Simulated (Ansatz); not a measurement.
Below is a relaxed structure of MgCdS4. The cell was found from a structure generator's guess, not taken from experiment.

Method: DFT PBE, scalar-relativistic, plane waves, PAW in Ansatz 0.2.0. Cutoff 420 eV, Γ-centred mesh, Gaussian smearing, no spin polarisation.

```xyz
6
Lattice="-3.6184 3.6184 2.6687 3.6184 -3.6184 2.6687 3.6184 3.6184 -2.6687" Properties=species:S:1:pos:R:3 pbc="T T T"
Mg    0.0000    0.0000    2.6687
Cd    0.0000    0.0000    0.0000
S     1.8382    1.8382    0.0000
S     1.7802    1.7802    2.6687
S     1.7802   -1.7802    2.6687
S    -1.7802    1.7802    2.6687
```

Formation energies are uncorrected and refer to the elements' standard structures at the same level.

(1) What space group does it have?

(2) What is its formation energy per atom?

(3) Is it a metal?

Answers

(1) I4/mmm (No. 139). Conventional cell: a = 7.237 Å, c = 5.337 Å. Mg is surrounded by 4 S at 2.52 Å and 2 Cd at 2.67 Å; Cd is surrounded by 4 S at 2.60 Å and 2 Mg at 2.67 Å; around S lie 1 Mg at 2.52 Å, 1 Cd at 2.60 Å and 2 S at 2.67 Å.

(2) +0.18 eV/atom. A positive value: parting into the elements would lower its energy.

(3) Yes, bands cross the Fermi level on the 10×10×10 mesh.

The last run used a 10×10×10 mesh for its 6-atom cell and Gaussian smearing of 0.10 eV. The cell is a metal run without spin; a magnetic state may lie lower. The reference form of S is held partly by dispersion forces, which this level lacks. Symmetry constrained the relaxation, so the result can be a saddle point. Another cell of MgCdS4 relaxed alike, in P4/mmm, lies 0.35 eV/atom lower, so this cell isn't the stable form at this level.
